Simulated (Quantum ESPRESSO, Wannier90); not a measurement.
**Wannier functions of SnS2 (I-42d)**

```xyz
6
Lattice="5.9265 0.0000 0.0000 0.0000 5.9265 0.0000 -2.9632 -2.9632 4.9111" Properties=species:S:1:pos:R:3 pbc="T T T"
Sn     0.0000    -2.9632     2.4556
Sn     0.0000     0.0000     0.0000
S     -1.4505    -1.4816     1.2278
S     -1.4816     1.4505    -1.2278
S      1.4505     1.4816     1.2278
S      1.4816    -1.4505    -1.2278
```

Structure: Materials Project mp-1002063, symmetrised, not relaxed again. Not found in the COD (Crystallography Open Database) copy used, which has the formula in other groups; not checked further. Computed values, not measurements, from PBEsol: Quantum ESPRESSO (norm-conserving PseudoDojo potentials, cutoff 58 Ry, spinors with spin-orbit coupling) on a Γ-centred 4×4×4 mesh, then Wannier90. Density: 6×6×6 mesh, cold smearing 0.01 Ry.

Bands 29-32 form an isolated set from -7.41 to -4.61 eV relative to the valence-band maximum (on the path) and are turned into 4 Wannier functions by minimising the spread from the start: SCDM (isolated).

Centres (Cartesian, Å; one of the equivalent choices) and spreads:

```
n       x      y       z  spread (Å²)  nearest atom
-  ------  -----  ------  -----------  ------------
1   0.000  2.963   2.456        5.543           Sn1
2   0.000  0.000   0.000        5.543           Sn2
3  -2.963  0.000  -2.456        5.543           Sn1
4   0.000  0.000   0.000        5.543           Sn2
```

Ω_I = 21.65 Å², Ω_total = 22.17 Å²; the interpolated bands follow pw.x to 7.6 meV rms on the path. Only this start was tried; a symmetric start can stop on a saddle, and mixtures of these functions could lower the total by at most Ω_total − Ω_I.
